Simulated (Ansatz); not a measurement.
# Sn: clamped-ion strain scan

The calculation used Ansatz 0.2.0, DFT r2SCAN, scalar-relativistic, plane waves, PAW. Settings: plane waves to 500 eV, k-mesh 22×22×22 (Γ-centred), Gaussian smearing 0.15 eV. No spin polarisation. Energies are free energies at this smearing, counted from the undisturbed cell; pressure is positive in compression.

Reference structure (relaxed at this level; with this scan's settings it stands at -0.3 GPa; this bcc form isn't the usual structure):

```
CELL_PARAMETERS angstrom
-1.89129 1.89129 1.89129
1.89129 -1.89129 1.89129
1.89129 1.89129 -1.89129
ATOMIC_POSITIONS crystal
Sn 0.00000 0.00000 0.00000
```

The cell is strained by ε times the Voigt pattern (1, -1, 0, 0, 0, 0) (xx, yy, zz, yz, xz, xy; engineering shear) with fractional coordinates fixed. The cell is metallic on the mesh throughout.

| ε | ΔE (meV/atom) | stress summed along the pattern (GPa, tension positive) | pressure (GPa) |
| --- | --- | --- | --- |
| -0.0200 | -0.8 | 0.64 | -0.2 |
| -0.0100 | -0.1 | 0.16 | -0.3 |
| 0.0000 | 0.0 | 0.00 | -0.3 |
| 0.0050 | 0.0 | -0.04 | -0.3 |
| 0.0150 | -0.3 | -0.38 | -0.3 |
| 0.0175 | -0.5 | -0.51 | -0.3 |

By symmetry 0.0200 repeats -0.0200, -0.0150 repeats 0.0150, 0.0100 repeats -0.0100, -0.0050 repeats 0.0050 in energy, with the opposite slope along the path. All sampled points lie below the start, which is a maximum along this line.